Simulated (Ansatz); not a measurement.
# Zone-centre modes in K$_{2}$YTlF$_{6}$

These are results of Ansatz, DFT PBEsol, scalar-relativistic, plane waves, PAW, not measurements. Settings: plane waves to 420 eV, k-mesh 4×4×4 (Γ-centred), Gaussian smearing 0.05 eV. Spin–orbit coupling is left out, which can shift energies with elements as heavy as these. No spin polarisation.

Reference structure (relaxed at this level; it needn't be the usual structure):

```
K Y Tl F
1.0
     0.00000    4.74185    4.74185
     4.74185    0.00000    4.74185
     4.74185    4.74185    0.00000
K Y Tl F
2 1 1 6
Direct
  0.75000 0.75000 0.75000
  0.25000 0.25000 0.25000
  0.00000 0.00000 0.00000
  0.50000 0.50000 0.50000
  0.77353 0.22647 0.22647
  0.22647 0.22647 0.77353
  0.22647 0.77353 0.77353
  0.22647 0.77353 0.22647
  0.77353 0.22647 0.77353
  0.77353 0.77353 0.22647
```

Harmonic modes by finite displacements of 0.02 Å, without the LO–TO term.

**Question.** At this geometry, is the structure stable against these modes?

**Answer.** No: 12 modes are unstable, the strongest at 108i cm⁻¹.

**Question.** List the wavenumbers in cm⁻¹.

**Answer.** 108i, 108i, 108i, 85i, 85i, 85i, 70i, 70i, 70i, 55i, 55i, 55i, 0, 0, 0, 79, 79, 79, 169, 169, 169, 175, 175, 175, 381, 381, 381, 396, 396, 500.

Cost: 1 run of about 1.1 core-minutes, on Arm Neoverse V2 (shared hosts).